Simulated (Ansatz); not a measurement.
BeTe:
```yaml
crystal:
  lattice:
    - [0.00000, 2.82859, 2.82859]
    - [2.82859, 0.00000, 2.82859]
    - [2.82859, 2.82859, 0.00000]
  atoms:
    - { symbol: Be, position: [0.75000, 0.75000, 0.75000] }
    - { symbol: Te, position: [0.50000, 0.50000, 0.50000] }
```

The program Ansatz at the r²SCAN level (PAW) gives a gap of 2.38 eV without spin–orbit coupling, maximum at Γ, minimum at X.

Problem. What happens when spin–orbit coupling is switched on?

Solution. The gap shrinks by 0.29 eV, to 2.09 eV; maximum at Γ, minimum at X.

Problem. How large is the spin–orbit splitting of the valence top at Γ?

Solution. The fourfold level lies 0.93 eV above the split-off pair.

Problem. Give the electron effective mass with spin–orbit coupling.

Solution. 0.25, 0.25, 2.1 mₑ (principal values).

Problem. Give the hole effective mass with spin–orbit coupling, band 1 of 2 at the edge.

Solution. 0.32 along [100], 0.62 along [110], 0.76 along [111] (mₑ).

Problem. Give the hole effective mass with spin–orbit coupling, band 2 of 2 at the edge.

Solution. 0.22 along [100], 0.17 along [110], 0.16 along [111] (mₑ).

Space group F-43m (zinc blende). The cell was relaxed with r²SCAN under the symmetry of its start; of distortions, only those at the zone centre were tested. The volume moved by 29 % from the start of the relaxation.

Potentials: the later of the program's two PAW sets.
